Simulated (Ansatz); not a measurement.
Relaxed GaSb (zinc blende):

```xyz
4
Lattice="0.0000 6.2135 6.2135 3.1068 0.0000 3.1068 3.1068 3.1068 0.0000" Properties=species:S:1:pos:R:3 pbc="T T T"
Sb     4.6601     4.6601     4.6601
Sb     4.6601     7.7669     7.7669
Ga     0.0000     0.0000     0.0000
Ga     0.0000     3.1068     3.1068
```

Scan: atom 1 (Sb, nearest neighbour Ga at 2.691 Å; its periodic images, 4.4 Å or more away, move with it) is displaced towards the nearest neighbour, direction (0.577, 0.577, 0.577) in Cartesian axes, by s. The other atoms stay.

All values below come from PBE (plane waves to 420 eV, PAW, scalar-relativistic; Ansatz, a program for electronic structure). k mesh 11×11×11 (Γ-centred), Fermi-Dirac smearing 0.05 eV. The energy includes the smearing's −TS. With partly filled bands, energies and forces of such displacements shift with the k mesh and the smearing. At this level the bands of GaSb touch or barely overlap; measurements give the solid a gap. GaSb was relaxed with its symmetry unable to fall. Spin-orbit coupling is left out, though Sb is heavy. ΔE is measured from the undisplaced structure. The last digit holds for this mesh only.

| s (Å) | ΔE (meV/cell) |
|---|---|
| -0.270 | 210.2 |
| -0.216 | 142.3 |
| -0.162 | withheld |
| -0.108 | 39.6 |
| -0.054 | 10.4 |
| 0.000 | 0.0 |
| 0.054 | 11.4 |
| 0.108 | 48.0 |
| 0.162 | 113.3 |
| 0.216 | 211.5 |
| 0.270 | 347.0 |

Q: Fit a polynomial form (powers 2, 3, 4) to the given rows and predict ΔE at s = -0.162.

A: Least squares on the 10 given rows: ΔE = (3733)·s² + (3465)·s³ + (1213)·s⁴, in meV/cell with s in Å; root-mean-square residual 0.21 meV/cell. At -0.162 the fit gives 84.1 meV/cell; the calculation gives 84.5 meV/cell, so the interpolation is off by -0.4 (-0.5 %). The quadratic term alone would give 98.0 meV/cell.

(A displaced cell: forces are minus the slopes of the energy, force constants its curvatures, and phonons follow from these.)
